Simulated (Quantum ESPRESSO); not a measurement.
TlBr (CsCl type, space group Pm-3m, No. 221) has a direct gap of 1.72 eV with norm-conserving PBE (stringent potentials; Quantum ESPRESSO, 90 Ry, scalar-relativistic). After an isotropic strain (on all lattice vectors, atoms relaxed) the gap is direct, 1.54 eV.

Question: Which strain was applied?
A. -0.5 %
B. -1 %
C. +0.5 %
D. -2 %
E. -3 %

Answer: D, -2 %. Gaps found: -3 %: 1.44 eV (near tie); -2 %: 1.54 eV (direct); -1 %: 1.63 eV (direct); -0.5 %: 1.68 eV (direct); 0 %: 1.72 eV (direct); 0.5 %: 1.77 eV (direct); 1 %: 1.81 eV (direct).

Spin-orbit coupling is not included.
